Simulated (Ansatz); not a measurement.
Ansatz (a first-principles code) input:

Ansatz 0.2 input:
```yaml
crystal:
  lattice:
    - [1.4438725211, -6.5164322152, 0.0]
    - [1.4438725211, 6.5164322152, 0.0]
    - [0.0, 0.0, 2.7933257784]
  atoms:
    - { symbol: Si, position: [0.0, 0.0, 0.0] }
    - { symbol: Os, position: [0.3675543111, 0.6324456889, 0.5] }
    - { symbol: Os, position: [0.6324456889, 0.3675543111, 0.5] }
    - { symbol: B, position: [0.212257931, 0.787742069, 0.0] }
    - { symbol: B, position: [0.787742069, 0.212257931, 0.0] }
kpoints:
  mp_grid: { grid: [14, 14, 15] }
hamiltonian:
  xc: r2scan
  pseudopotentials: { azcp: { folder: ./paw }, kind: paw }
scf:
  occupations: { method: gaussian, width: 0.05 }
checkpoint: { read: metal.run }
output: { write_density: true, elf: true, volumetric_format: npy }
basis: { fft_grid_basis: typed }
```

Output (shortened):

```
Pseudopotentials: kind: paw
Pseudopotential: Si, paw, valence charge 4
Pseudopotential: Os, paw, valence charge 16
Pseudopotential: B, paw, valence charge 3
Functional definition: r2SCAN
Crystal: 5 atoms, lattice volume = 52.564 Å³
Basis set: ecut = 500 eV, 1329 PW (Γ), exchange–correlation on 200×200×96 points (64 copies of the dense FFT grid, shifted against one another)
Bands: 31, of which v1, the nominal top of the filled ones, is band 21 counted from 1 (20 counted from 0)
Symmetry: 8 space group operations
Space group: Cmmm (ITA 65), of the structure as read, at distance tolerance 3.7e-5 Å
k-points: 456 of 2940
PAW frozen core: Si, regenerated for the run's functional
PAW frozen core: Os, regenerated for the run's functional
PAW frozen core: B, regenerated for the run's functional
Initial density: read from a saved state, or passed on in memory by an earlier SCF of this step, an earlier step, the calling program or the single point that …
Stability of the state it starts from, as read at its close in the unpolarized treatment …
Initial wavefunctions: pseudopotential atomic-orbital guess
Eigensolver: davidson
Functional: x = r2scan, c = r2scan; τ floored in thin density (d = 2e-4 eV/Å³)
iter 1 solved again at ethr=8.95e-8 eV; its pass at ethr=3.10e-3 eV (dr2=3.76e-5 eV) is discarded
SCF iter   1: F=—  HF=-23748.735517 eV  |F-HF|=—  |Δ(HF+E_count)|=         —  Δρ=3.62e-7  dr2=5.30e-11  dr2_τ=9.63e-12  ethr=8.95e-8  ⟨swp⟩=3.2  Hψ=99284  notcnv=0
all-band conjugate gradients solve this SCF's bands
preconditioner: auto → Kerker (q_TF=auto, 2.628 Å⁻¹)
SCF iter   2: F=-23748.735516 eV  HF=-23748.735516 eV  |F-HF|=2.18e-11  |Δ(HF+E_count)|=   1.03e-7  Δρ=1.62e-7  dr2=1.10e-11  dr2_τ=8.90e-12  ethr=1.00e-12  ⟨swp⟩=6.1  Hψ=56934  notcnv=0
SCF 1 converged in 2 iterations: F = -23748.735516 eV  dr2 = 1.10e-11
SCF converged after 2 iterations
Free energy (F): -23748.735516 eV
Harris-Foulkes:  -23748.735516 eV  (|F-HF|=2.18e-11)
Internal energy: -23748.733262 eV  (E = F + TS)
E sigma→0 (E₀):  -23748.734389 eV
Entropy (-TS):   -0.002255 eV (-0.451 meV/atom)
Fermi energy:    20.255054 eV
--- Per-component energies (eV) ---
  E_band       = -228.533897
  E_kinetic    = 1135.331566
  E_local      = -2660.796595  (includes V_loc(G=0)·N_el)
  E_nonlocal   = 433.344127
  E_hartree    = 1017.977048
  E_xc         = -557.741523
  E_vxc        = -676.221614  (∫ρ·V_xc dr)
  E_paw        = -18829.670586  (= ΣΔE_a)
  E_vpaw       = -534.181723  (= ΣTr[D̂ρ^β])
  E_aug_tail   = 0.000550  (compensation charges beyond the density's cutoff)
  E_vtau       = 38.035738  (kinetic-family band-sum trace: ∫τ·v_τ [+ j·A + Jᵃ·Aᵃ] dr)
  E_ewald      = -4286.294201
  E_core_change = -0.883647  (= ΣΔE_core)
  E_smearing   = -0.002255  (= −TS)
  E_closure    =  0.000000  (closes the sum)
  Σ components = -23748.735516   (vs F -23748.735516, Δ=0.00e0)
  [band-id]    e_kinetic+e_local+e_nonlocal+2·e_hartree+e_vxc+e_vpaw+e_augmentation_tail+e_vtau = -228.533855   (vs E_band -228.533897, Δ=4.24e-5)
--- Band table (eV; the first three rows and the last of 456) ---
  k-point 0: bands = ["-68.4552", "-68.4530", "-27.2438", "-27.1944", "-27.1881", "-27.1799", "-27.1722", "-27.1587", "4.3509", "8.1790", "8.5503", "13.2244", "14.1610", "14.2519", "15.1000", "16.0206", "17.7785", "18.0811", "18.9810", "19.7814", "19.8494", "19.9377", "21.3855", "21.9258", "23.8772", "24.4755", "26.6189", "27.2474", "27.4056", "28.8774", "30.0761"]
  k-point 1: bands = ["-68.4541", "-68.4519", "-27.2412", "-27.2017", "-27.1939", "-27.1924", "-27.1861", "-27.1564", "4.4468", "8.2019", "8.6763", "13.3108", "14.1724", "14.3229", "15.1128", "15.9045", "17.7559", "17.8197", "18.7657", "19.4687", "19.5679", "20.5358", "21.5218", "21.6687", "23.9454", "24.7879", "26.2825", "26.9973", "27.4790", "28.7061", "30.5551"]
  k-point 2: bands = ["-68.4509", "-68.4487", "-27.2637", "-27.2547", "-27.2333", "-27.1865", "-27.1804", "-27.1499", "4.7274", "8.2688", "9.0432", "13.5574", "14.1244", "14.5156", "15.1350", "15.6534", "16.9835", "17.9390", "18.7695", "18.9154", "18.9160", "20.6731", "21.4745", "22.1352", "23.9376", "25.4618", "25.5179", "26.3769", "27.6956", "28.5339", "30.6821"]
  k-point 455: bands = ["-68.4288", "-68.4278", "-27.6623", "-27.6564", "-27.1586", "-27.1484", "-27.1397", "-27.1307", "7.2757", "10.0689", "10.6455", "11.8105", "13.4030", "14.5077", "14.5347", "14.7252", "15.8287", "16.4797", "18.1508", "19.4752", "20.9345", "21.2597", "21.5566", "21.8864", "22.5274", "23.6140", "24.3197", "28.2007", "28.2469", "28.2630", "30.2168"]
  band table: 31 of 31 bands, residual norms ≤ 1.0e-3 eV
```

Cost: around 40 core-seconds (rough) on shared cores.

The start of the workflow was typed in or built on a structure type; neither database checked (COD, Materials Project) lists it. Whether it is the stable phase at ambient conditions was not checked. The r²SCAN relaxation kept the symmetry of its start; its stability against distortions is not shown here. No spin polarisation was allowed. Its formation energy is positive at this level, so the cell may be metastable or incomplete. Spin–orbit coupling is left out wherever it is not named.

Potentials: the earlier of the program's two PAW sets.

Ansatz is a plane-wave DFT program.
